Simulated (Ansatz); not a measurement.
LiCl (rock salt, Fm-3m), PBE (plane waves, PAW; program Ansatz): ε∞ = 2.94, cell volume 34.15 Å³. Infrared-active transverse modes:

```json
[
 {"ω_TO (cm⁻¹)": "167.1", "oscillator strength S_xx (e²/amu)": "0.2429"}
]
```

Problem. Compute the static dielectric constant.

Solution. Each mode adds (4.921e7/V) S/ω²: 12.53. So ε0 = 15.5.

Problem. What LO frequency does the Lyddane–Sachs–Teller relation give?

Solution. ω_LO = ω_TO √(ε0/ε∞) = 383 cm⁻¹.

Symmetry was held in the PBE relaxation; phonons on a q-mesh show no instability.

Potentials: the later of the program's two PAW sets.
